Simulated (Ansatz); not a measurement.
## Band table of NbRu

```yaml
crystal:
  lattice:
    - [3.01846, 0.00000, 0.00000]
    - [0.00000, 3.01846, 0.00000]
    - [0.00000, 0.00000, 3.01846]
  atoms:
    - { symbol: Nb, position: [0.00000, 0.00000, 0.00000] }
    - { symbol: Ru, position: [0.50000, 0.50000, 0.50000] }
```

The base volume is that of a database entry, with shape and atoms relaxed on PAW files at held volume, so it needn't be at zero pressure; the structure needn't be the stable phase, at rest or compressed.

All numbers are PBEsol results (scalar-relativistic) from Ansatz 0.2.0, with a Γ-centred 11×11×11 k mesh, Fermi–Dirac smearing of 0.05 eV, no spin polarisation. Methods: LAPW: all electrons, basis error target 1 meV/atom.

This run: volume at 0.85 of the series' base cell.

Path points, in fractions of the reciprocal vectors: Γ (0.000, 0.000, 0.000), X (0.000, 0.500, 0.000), M (0.500, 0.500, 0.000), R (0.500, 0.500, 0.500). The distance column jumps between branches of the path. Levels in eV from the Fermi level; bands 23 to 33, counted from the lowest band of the run. The gap is zero, the pressure 38.4 GPa.

```
# k(1/Å) point b23 b24 b25 b26 b27 b28 b29 b30 b31 b32 b33
0.000 Γ -8.20 -7.05 -7.05 -2.79 -2.79 -2.79 0.97 0.97 4.22 4.22 4.22
0.173 - -8.02 -6.96 -6.89 -2.80 -2.80 -2.73 0.74 1.05 3.70 3.70 4.09
0.347 - -7.52 -6.71 -6.44 -2.83 -2.83 -2.56 0.12 1.27 2.62 2.62 3.71
0.520 - -6.76 -6.29 -5.80 -2.83 -2.83 -2.29 -0.74 1.49 1.49 1.57 3.19
0.694 - -5.87 -5.74 -5.12 -2.77 -2.77 -1.98 -1.71 0.54 0.54 1.76 2.62
0.867 - -5.12 -5.07 -4.61 -2.68 -2.68 -2.61 -1.70 -0.13 -0.13 1.63 2.17
1.041 X -4.76 -4.70 -4.45 -3.08 -2.63 -2.63 -1.58 -0.39 -0.39 1.48 1.98
1.214 - -4.93 -4.61 -4.55 -3.23 -2.85 -2.22 -2.00 -0.35 0.35 1.66 2.24
1.388 - -5.41 -5.14 -4.01 -3.36 -3.09 -2.74 -1.08 -0.25 1.51 2.08 2.85
1.561 - -5.97 -5.72 -3.94 -3.84 -3.15 -1.71 -0.14 -0.14 2.44 2.68 3.56
1.735 - -6.46 -6.18 -4.42 -4.39 -2.05 -0.42 -0.02 0.72 2.46 3.72 4.17
1.908 - -6.78 -6.47 -4.74 -4.73 -0.89 0.09 0.87 1.38 2.02 4.30 4.46
2.082 M -6.89 -6.57 -4.85 -4.85 -0.25 0.19 1.55 1.55 1.62 3.95 4.73
2.327 - -6.69 -6.37 -4.73 -4.52 -1.30 -0.39 1.08 1.23 1.64 4.00 4.68
2.572 - -6.29 -5.91 -4.40 -3.59 -3.03 -1.71 0.06 0.72 1.45 2.44 4.56
2.818 - -6.22 -5.82 -4.66 -3.91 -2.76 -2.37 -0.11 0.41 1.07 1.20 4.41
3.063 - -6.97 -6.32 -5.94 -3.38 -2.94 -2.01 0.30 1.04 1.31 1.36 4.29
3.308 - -7.85 -6.85 -6.77 -2.96 -2.83 -2.54 0.70 0.98 3.07 3.21 4.23
3.553 Γ -8.20 -7.05 -7.05 -2.79 -2.79 -2.79 0.97 0.97 4.22 4.22 4.22
3.854 - -7.69 -6.69 -6.69 -2.98 -2.98 -2.36 0.80 0.80 2.24 3.71 3.71
4.154 - -6.42 -5.71 -5.71 -3.53 -3.53 -2.29 0.69 0.74 0.74 2.73 2.73
4.455 - -4.91 -4.50 -4.50 -4.17 -4.09 -4.09 1.04 1.04 1.94 1.94 3.00
4.755 - -5.19 -4.44 -4.44 -3.54 -3.47 -3.47 0.65 0.65 2.51 2.51 6.26
5.056 - -4.84 -4.24 -4.24 -3.22 -3.22 -2.96 0.07 0.07 3.63 3.63 9.04
5.356 R -3.92 -3.92 -3.92 -3.42 -3.42 -3.42 -0.15 -0.15 4.14 4.14 8.18
5.602 - -4.53 -4.49 -3.96 -3.63 -3.05 -2.79 -0.08 0.04 3.64 3.97 8.79
5.847 - -5.09 -5.09 -4.06 -4.06 -2.91 -2.22 0.13 0.35 2.45 3.63 8.38
6.092 - -5.29 -5.28 -4.44 -4.10 -3.04 -2.11 0.40 0.41 0.99 3.46 6.25
6.337 - -5.09 -5.06 -4.66 -3.97 -3.06 -2.33 -0.48 0.14 0.61 3.23 4.00
6.583 - -4.78 -4.74 -4.67 -3.59 -2.56 -2.49 -1.78 -0.22 0.46 2.05 2.46
6.828 X -4.76 -4.70 -4.45 -3.08 -2.63 -2.63 -1.58 -0.39 -0.39 1.48 1.98
8.300 R -3.92 -3.92 -3.92 -3.42 -3.42 -3.42 -0.15 -0.15 4.14 4.14 8.18
8.473 - -4.22 -4.22 -4.10 -3.78 -2.95 -2.95 -0.16 -0.02 3.82 4.13 8.49
8.647 - -4.60 -4.60 -4.53 -4.53 -2.13 -2.13 -0.18 0.16 3.14 4.09 9.31
8.820 - -5.49 -5.27 -4.72 -4.72 -1.15 -1.15 -0.20 0.24 2.48 4.04 8.03
8.994 - -6.24 -5.93 -4.81 -4.81 -0.23 -0.06 -0.06 0.24 2.00 4.00 6.62
9.167 - -6.73 -6.40 -4.84 -4.84 -0.25 0.21 1.00 1.00 1.71 3.96 5.35
9.341 M -6.89 -6.57 -4.85 -4.85 -0.25 0.19 1.55 1.55 1.62 3.95 4.73
```
